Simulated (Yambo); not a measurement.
G0W0@PBEsol for Rb$_{3}$AlF$_{6}$ (space group Fm-3m, No. 225) in Yambo. Reference settings: 2×2×2 Γ-centred k mesh, 324 bands and a 8 Ry block in the screening, 324 bands in G with the Bruneval-Gonze terminator, plasmon pole fitted at 27.2 eV. The PBEsol gap Γ → Γ on this mesh is 6.31 eV; G0W0 gaps are taken between the same points.

The settings were changed. The gap went from 10.14 eV to 10.20 eV, and the shift of the valence edge from -2.62 eV to -2.52 eV.

Question: Which change was made?
A. no terminator
B. pole fitted at 10 eV
C. 151 bands in W
D. no random integration

Answer: C, 151 bands in W. The others gave (gap, valence shift): pole fitted at 10 eV: 10.06, -2.50 eV; no random integration: 9.95, -2.30 eV; no terminator: 10.00, -2.40 eV.

Geometry of the Materials Project entry, not relaxed at this level; primitive cell a = 6.254 Å, b = 6.254 Å, c = 6.254 Å, α = 60.00°, β = 60.00°, γ = 60.00°.

The structure is a Materials Project entry; no match was found in the copy of COD used, and its stability was not checked.

A shift is the quasiparticle energy of the state minus its PBEsol energy.
